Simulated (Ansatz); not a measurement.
Relaxation of a relaxed TiAl3 cell shaken by Gaussian noise of σ = 0.08 Å a coordinate; 8 atoms in the cell, which starts as P1 (No. 1), aP8; a = 2.8922 Å, b = 7.5384 Å, c = 7.5384 Å, α = 120.00°, β = 90.00°, γ = 90.00°. Level of theory: PBE (plane waves to 420 eV, PAW, scalar-relativistic; Ansatz, a first-principles code). Γ-centred k-mesh 5×5×11 on the run's cell (coarser than for final values), Fermi–Dirac smearing 0.05 eV. This is the first round of the run. 

The optimiser's lines from the output (shortened; P is positive under compression):

```
relax step   1: F+E_penalty+E_count = -8223.39905158 eV  Δ(F+E_penalty+E_count) = +0.000e0 eV  max|allowed force component| = 1.029e0 eV/Å  Δτ_max = 0.0000 Å  P = +1.318 GPa  Ω = 142.337 Å³  (7 SCF iters, dr2 threshold 1.00e-7 eV, accepted)
relax step   2: F+E_penalty+E_count = -8223.73058636 eV  Δ(F+E_penalty+E_count) = -3.315e-1 eV  max|allowed force component| = 4.826e-1 eV/Å  Δτ_max = 0.1964 Å  P = +1.014 GPa  Ω = 140.736 Å³  (6 SCF iters, dr2 threshold 8.00e-7 eV, accepted)
relax step   3: F+E_penalty+E_count = -8224.08595448 eV  Δ(F+E_penalty+E_count) = -3.554e-1 eV  max|allowed force component| = 5.971e-1 eV/Å  Δτ_max = 0.1925 Å  P = +0.194 GPa  Ω = 140.723 Å³  (6 SCF iters, dr2 threshold 8.00e-7 eV, accepted)
relax step   4: F+E_penalty+E_count = -8224.53210553 eV  Δ(F+E_penalty+E_count) = -4.462e-1 eV  max|allowed force component| = 6.364e-1 eV/Å  Δτ_max = 0.1951 Å  P = +0.091 GPa  Ω = 139.111 Å³  (6 SCF iters, dr2 threshold 8.00e-7 eV, accepted)
relax step   5: F+E_penalty+E_count = -8224.95181590 eV  Δ(F+E_penalty+E_count) = -4.197e-1 eV  max|allowed force component| = 5.238e-1 eV/Å  Δτ_max = 0.1960 Å  P = -0.210 GPa  Ω = 137.929 Å³  (6 SCF iters, dr2 threshold 8.00e-7 eV, accepted)
relax step   6: F+E_penalty+E_count = -8225.23641114 eV  Δ(F+E_penalty+E_count) = -2.846e-1 eV  max|allowed force component| = 3.631e-1 eV/Å  Δτ_max = 0.1951 Å  P = +0.027 GPa  Ω = 136.287 Å³  (6 SCF iters, dr2 threshold 8.00e-7 eV, accepted)
relax step   7: F+E_penalty+E_count = -8225.44620642 eV  Δ(F+E_penalty+E_count) = -2.098e-1 eV  max|allowed force component| = 2.141e-1 eV/Å  Δτ_max = 0.2000 Å  P = -0.136 GPa  Ω = 134.148 Å³  (6 SCF iters, dr2 threshold 8.00e-7 eV, accepted)
relax step   8: F+E_penalty+E_count = -8225.60132616 eV  Δ(F+E_penalty+E_count) = -1.551e-1 eV  max|allowed force component| = 1.958e-1 eV/Å  Δτ_max = 0.1944 Å  P = +0.218 GPa  Ω = 131.877 Å³  (6 SCF iters, dr2 threshold 8.00e-7 eV, accepted)
relax step   9: F+E_penalty+E_count = -8225.72193500 eV  Δ(F+E_penalty+E_count) = -1.206e-1 eV  max|allowed force component| = 3.061e-1 eV/Å  Δτ_max = 0.1951 Å  P = +1.151 GPa  Ω = 129.992 Å³  (6 SCF iters, dr2 threshold 8.00e-7 eV, accepted)
relax step  10: F+E_penalty+E_count = -8225.78902670 eV  Δ(F+E_penalty+E_count) = -6.709e-2 eV  max|allowed force component| = 2.906e-1 eV/Å  Δτ_max = 0.1945 Å  P = +0.853 GPa  Ω = 131.073 Å³  (6 SCF iters, dr2 threshold 8.00e-7 eV, accepted)
relax step  11: F+E_penalty+E_count = -8225.83267690 eV  Δ(F+E_penalty+E_count) = -4.365e-2 eV  max|allowed force component| = 3.822e-1 eV/Å  Δτ_max = 0.0946 Å  P = -0.632 GPa  Ω = 133.051 Å³  (6 SCF iters, dr2 threshold 8.00e-7 eV, accepted)
relax step  12: F+E_penalty+E_count = -8225.91306632 eV  Δ(F+E_penalty+E_count) = -8.039e-2 eV  max|allowed force component| = 9.045e-2 eV/Å  Δτ_max = 0.0651 Å  P = -0.201 GPa  Ω = 132.535 Å³  (6 SCF iters, dr2 threshold 8.00e-7 eV, accepted)
relax step  13: F+E_penalty+E_count = -8225.91980883 eV  Δ(F+E_penalty+E_count) = -6.743e-3 eV  max|allowed force component| = 9.895e-2 eV/Å  Δτ_max = 0.0318 Å  P = +0.115 GPa  Ω = 131.994 Å³  (6 SCF iters, dr2 threshold 8.00e-7 eV, accepted)
relax step  14: F+E_penalty+E_count = -8225.92565526 eV  Δ(F+E_penalty+E_count) = -5.846e-3 eV  max|allowed force component| = 1.077e-2 eV/Å  Δτ_max = 0.0185 Å  P = -0.051 GPa  Ω = 132.300 Å³  (6 SCF iters, dr2 threshold 8.00e-7 eV, accepted)
relax step  15: F+E_penalty+E_count = -8225.92572905 eV  Δ(F+E_penalty+E_count) = -7.378e-5 eV  max|allowed force component| = 5.959e-3 eV/Å  Δτ_max = 0.0029 Å  P = -0.008 GPa  Ω = 132.255 Å³  (6 SCF iters, dr2 threshold 3.53e-8 eV, accepted)
relax step  16: F+E_penalty+E_count = -8225.92575385 eV  Δ(F+E_penalty+E_count) = -2.480e-5 eV  max|allowed force component| = 7.466e-4 eV/Å  Δτ_max = 0.0009 Å  P = +0.004 GPa  Ω = 132.237 Å³  (6 SCF iters, dr2 threshold 4.96e-9 eV, accepted)
relax step  17: F+E_penalty+E_count = -8225.92466687 eV  Δ(F+E_penalty+E_count) = +1.087e-3 eV  max|allowed force component| = 6.360e-4 eV/Å  Δτ_max = 0.0000 Å  P = -0.002 GPa  Ω = 132.237 Å³  stress off target by 3.15e-2 GPa  SCF on the basis re-selected at this cell (its energy is not comparable with the rows above)  (6 SCF iters)
relax step  18: F+E_penalty+E_count = -8225.92467286 eV  Δ(F+E_penalty+E_count) = -5.990e-6 eV  max|allowed force component| = 5.268e-4 eV/Å  Δτ_max = 0.0002 Å  P = +0.001 GPa  Ω = 132.234 Å³  (6 SCF iters, dr2 threshold 2.48e-9 eV, accepted)
relax step  19: F+E_penalty+E_count = -8225.92466933 eV  Δ(F+E_penalty+E_count) = +3.534e-6 eV  max|allowed force component| = 5.262e-4 eV/Å  Δτ_max = 0.0000 Å  P = +0.001 GPa  Ω = 132.234 Å³  stress off target by 6.89e-3 GPa  SCF on the basis re-selected at this cell (its energy is not comparable with the rows above)  (9 SCF iters)
```

From the first to the last row the energy changes by -0.32 eV/atom and the volume by -7.1 %. The last row is marked as not comparable with the walk above it, whose basis was carried along; it does compare with step 1, since both stand on a basis selected at the nominal cutoff for their own cell.

Later rounds, restarted from the end of this one on a renewed k-mesh, logged 6 more steps and released under 0.01 eV/atom more. The final structure after all rounds: P2₁/m (No. 11), mP8; a = 6.9385 Å, b = 2.9665 Å, c = 7.0430 Å, α = γ = 90.00°, β = 114.22°. Between re-selections the logged energies stand on a plane-wave basis carried along with the cell. No spin polarisation in the result.

The relaxed structure here is a generated cell of TiAl3: the first start was made by placing the elements on the sites of a structure type, and the end was not matched to a known phase here, so it may be hypothetical. Known forms of TiAl3 include space group No. 139.
